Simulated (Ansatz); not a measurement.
HfCl4:
```cif
data_Cl8Hf2
_chemical_formula_sum 'Hf2 Cl8'
_space_group_name_H-M_alt 'P 1'
_space_group_IT_number 1
_cell_length_a 6.12488
_cell_length_b 7.13416
_cell_length_c 6.04026
_cell_angle_alpha 90.000
_cell_angle_beta 109.049
_cell_angle_gamma 90.000
loop_
_space_group_symop_operation_xyz
  'x, y, z'
loop_
_atom_site_label
_atom_site_type_symbol
_atom_site_fract_x
_atom_site_fract_y
_atom_site_fract_z
_atom_site_occupancy
Hf1 Hf 0.50000 0.66628 0.75000 1
Hf2 Hf 0.50000 0.33372 0.25000 1
Cl1 Cl 0.26685 0.38936 0.50445 1
Cl2 Cl 0.73315 0.61064 0.49555 1
Cl3 Cl 0.73315 0.38936 0.99555 1
Cl4 Cl 0.26685 0.61064 0.00445 1
Cl5 Cl 0.23902 0.12950 0.01234 1
Cl6 Cl 0.76098 0.87050 0.98766 1
Cl7 Cl 0.76098 0.12950 0.48766 1
Cl8 Cl 0.23902 0.87050 0.51234 1
```

Relaxed with LDA.

Task: Give the optical modes at the zone centre with their infrared activity from DFPT, DFT-LDA in the program Ansatz with PAW potentials.

Result: Transverse frequencies, without the LO–TO term; a row sums one degenerate level.

```tsv
ω (cm⁻¹)	degeneracy	IR ((D/Å)²/amu)	activity	symmetry
41	1	0.00	IR-inactive	Bg
52	1	0.30	IR	Bu
70	1	0.00	IR-inactive	Bg
79	1	0.00	IR-inactive	Ag
86	1	0.00	IR-inactive	Ag
87	1	0.01	IR	Au
89	1	0.00	IR-inactive	Bg
92	1	1.28	IR	Bu
107	1	0.00	IR-inactive	Bg
113	1	2.37	IR	Bu
120	1	0.00	IR-inactive	Ag
122	1	0.00	IR-inactive	Bg
122	1	0.70	IR	Au
142	1	0.00	IR-inactive	Ag
154	1	0.10	IR	Au
202	1	3.78	IR	Bu
218	1	0.00	IR-inactive	Bg
227	1	2.18	IR	Au
234	1	0.00	IR-inactive	Ag
270	1	9.19	IR	Bu
290	1	0.00	IR-inactive	Ag
295	1	4.24	IR	Au
300	1	0.00	IR-inactive	Bg
373	1	8.43	IR	Bu
373	1	0.00	IR-inactive	Bg
376	1	4.59	IR	Au
390	1	0.00	IR-inactive	Ag
```

Task: How high does the top mode go among those that the LO–TO term moves?

Result: 388 cm⁻¹ for q along x, 394 cm⁻¹ for q along y, 391 cm⁻¹ for q along z.

Space group P2/c. The workflow started from a Materials Project entry (that database holds measured and hypothetical structures alike); the Crystallography Open Database files this formula in space group No. 13, but the cells were not matched. Whether it is the stable phase at ambient conditions was not checked. Symmetry was held in the LDA relaxation; phonons on a q-mesh show no instability. The run is not spin-polarised. A crystal of weakly bound chains computed without a dispersion correction: the cell and the soft elastic constants depend strongly on that. Spin–orbit coupling is left out wherever it is not named.

Potentials: the later of the program's two PAW sets.
